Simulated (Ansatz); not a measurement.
Input:

WC:
Space group F-43m (No. 216); a = b = c = 4.678 Å, α = β = γ = 90.00°

```csv
atom,site,symmetry,x,y,z
W,4a,-43m,0.0000,0.0000,0.0000
C,4d,-43m,0.7500,0.7500,0.7500
```
(The calculation used a cell of 2 atoms; values per cell refer to that cell.)

This is the r²SCAN-relaxed structure.

Problem. All from r²SCAN (plane waves, PAW; program Ansatz), unless another level is named. Predict the electronic character.

Solution. metallic (no gap).

Problem. Predict the density of states at the Fermi level.

Solution. 0.52 states/eV per atom (mean over ±0.08 eV).

Problem. Next, the formation energy from the elements (no fitted shifts)?

Solution. 0.51 eV/atom.

Problem. What about the gap with spin–orbit coupling?

Solution. none (metallic).

The start of the workflow was typed in or built on a structure type; neither database checked (COD, Materials Project) lists it. It is not the phase usual at ambient conditions (space group No. 187). The cell was relaxed with r²SCAN under the symmetry of its start; whether a distortion lowers the energy is not shown. The run is not spin-polarised. Its formation energy is positive at this level, so the cell may be metastable or incomplete. The references are the lowest solids computed at this level, not always the standard phases. Spin–orbit coupling is left out wherever it is not named.

Potentials: the later of the program's two PAW sets.
